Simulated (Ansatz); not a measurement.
Cu₂O (cuprite type, space group Pn-3m)

```xyz
6
Lattice="4.2984 0.0000 0.0000 0.0000 4.2984 0.0000 0.0000 0.0000 4.2984" Properties=species:S:1:pos:R:3 pbc="T T T"
Cu     3.2238     3.2238     3.2238
Cu     3.2238     1.0746     1.0746
Cu     1.0746     3.2238     1.0746
Cu     1.0746     1.0746     3.2238
O      0.0000     0.0000     0.0000
O      2.1492     2.1492     2.1492
```

The slice is a {100} plane (indices of the conventional cell) through the point (0.000, 0.000, 0.000) (fractional), spanned by u = [100] and v = [010] in vectors of this cell: u (4.30 Å) and v (4.30 Å, at 90° to u). It covers one period; positions are fractions (u, v).

Computed with PBE (plane waves to 420 eV, PAW, scalar-relativistic; Ansatz, a program for electronic structure). k mesh 8×8×8. These are valence fields of a PAW run, semicore shells included where kept as valence: close to a nucleus they are smooth pseudo fields. Cu2O is run without spin polarisation. Cu2O was relaxed with its symmetry unable to fall.

Problem. Sketch the electrostatic potential energy of an electron, from the cell's mean on this plane as a map.

Solution. 
```
|xxxxxx156778899999998877651xxxxx|
|xxxxxx346677889999988776643xxxxx|
|xxxxxx335566788999887665533xxxxx|
|xxxxx12334456788888765443321xxxx|
|xxxx1122223456788876543222211xxx|
|01332211112346777776432111122331|
|55433210001245677765421000123345|
|66653210001245677765421000123566|
|77654210001245677765421000124567|
|77764321112346777776432111234677|
|88765432223456788876543222345678|
|88876544444567888887654444456788|
|99887665556678899988766555667889|
|99988776667788999998877666778899|
|99998877777889999999887777788999|
|99998877777889999999887777788999|
|99998877777889999999887777788999|
|99988776667788999998877666778899|
|99887665556678899988766555667889|
|88876544444567888887654444456788|
|88765432223456788876543222345678|
|77764321112346777776432111234677|
|77654210001245677765421000124567|
|66653210001245677765421000123566|
|55433210001245677765421000123345|
|01332211112346777776432111122331|
|xxxx1122223456788876543222211xxx|
|xxxxx12334456788888765443321xxxx|
|xxxxxx335566788999887665533xxxxx|
|xxxxxx346677889999988776643xxxxx|
|xxxxxx156778899999998877651xxxxx|
|xxxxxx056778899999998877650xxxxx|
```
Scale: ten equal steps from 3.58 (start of '0') to 8.40 (end of '9'), in the order '0123456789'. Values: electrostatic potential energy of an electron, from the cell's mean, in eV. The map has 32 points along u (one character each, u = 0 at the left) and 32 along v (v = 0 in the bottom row). Points within 0.8 Å of a nucleus are blanked (x), as the pseudised field means little there. The zero, the cell's mean, hangs on the PAW cores.
